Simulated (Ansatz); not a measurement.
**Decision note: Layers for a solidly mounted resonator**

An acoustic mirror alternates quarter-wave layers of high and low impedance; the larger the ratio, the fewer layers. The yardstick is α-quartz SiO2. Each row is paired with the reference. Frequency 6 GHz, 2 pairs, polycrystalline averages.

Levels of theory (Ansatz, a plane-wave PAW program): density: r²SCAN, relaxed cell; longitudinal speed: r²SCAN, elastic tensor, Hill average.

Runs started from generated or typed cells of the structure named: TiAl; CuAl2; HfN; CoAl. Over 15 meV/atom above the lowest phase of their formula at hand: CuAl2 (51 meV/atom, r²SCAN). Magnetic states: CoAl ferromagnetic, as set for this run. Magnetic at some levels of our runs and not at others: CoAl. Functionals of the SCAN family are commonly reported to give itinerant 3d magnets too large moments and volumes. Spin–orbit coupling is left out unless named.

Working rules: Z = ρ v_l; layer = v_l/4f; ratio = larger Z over smaller Z; isolation ≈ 20 × 2 × log₁₀(ratio), up to a constant set by the substrate.

α-quartz SiO2, the reference, has density 2.64 g/cm³, longitudinal speed 6.07 km/s. That gives Z = 2.64 × 6.07 = 16.02 MRayl; quarter wave: 6.07 km/s/(4 × 6 GHz) = 253 nm; impedance ratio: larger of 16.02/16.02 and its inverse = 1.000; isolation: 20 × 2 × log₁₀(1.000) = 0 dB.

HfN (rock salt) has density 13.80 g/cm³, longitudinal speed 6.04 km/s. That gives Z = 13.80 × 6.04 = 83.35 MRayl; quarter wave: 6.04 km/s/(4 × 6 GHz) = 252 nm; impedance ratio: larger of 83.35/16.02 and its inverse = 5.203; isolation: 20 × 2 × log₁₀(5.203) = 29 dB.

CoAl (CsCl type) has density 6.33 g/cm³, longitudinal speed 7.52 km/s. That gives Z = 6.33 × 7.52 = 47.60 MRayl; quarter wave: 7.52 km/s/(4 × 6 GHz) = 313 nm; impedance ratio: larger of 47.60/16.02 and its inverse = 2.971; isolation: 20 × 2 × log₁₀(2.971) = 19 dB.

TiAl (P4/mmm) has density 3.87 g/cm³, longitudinal speed 7.60 km/s. By the same steps, impedance 29.41 MRayl, quarter wave 317 nm, impedance ratio 1.836, isolation 11 dB.

CuAl2 (I4/mcm) has density 4.52 g/cm³, longitudinal speed 6.19 km/s. By the same steps, impedance 27.98 MRayl, quarter wave 258 nm, impedance ratio 1.747, isolation 10 dB.

Ranking by impedance ratio, highest first: HfN (5.203 ± 0.16), CoAl (2.971 ± 0.094), TiAl (1.836 ± 0.058), CuAl2 (1.747 ± 0.055). The ± follows from allowances picked for this note (density 1 %, longitudinal speed 3 %), carried to first order and added in quadrature, each row's own inputs moving alone; ≈ joins neighbours closer than their two ± added in quadrature.

Decision: HfN comes first by impedance ratio. This holds for the figure and assumptions above, and the caveats below decide whether it survives in a device.

Sputtered films are textured or amorphous and softer than these crystals; shear waves need a mirror of their own. Where several phases of a formula are at hand, those over 0.1 eV/atom above the lowest were not drawn (by r²SCAN where it compared them, else by the largest value; a layered or molecular lowest phase counts only with a dispersion term); other phases could lie lower still. Rows are a sample by related chemistry or structure, familiar materials first, kept where one row at least reaches a ratio of 2.5. Limits of the draw: impedance over 8 MRayl; for moduli and speeds, an anisotropy index under 2.5, no layered crystals; no unfamiliar magnets, and cubic perovskites only if shown or known to be stable. As a rule kept out of such tables: 4f compounds, open-shell compounds run without a Hubbard term, cells found unstable in the tests at hand, cells close to a higher symmetry, and runs set to a pressure or over 12 % in volume from the crystal's fullest run.
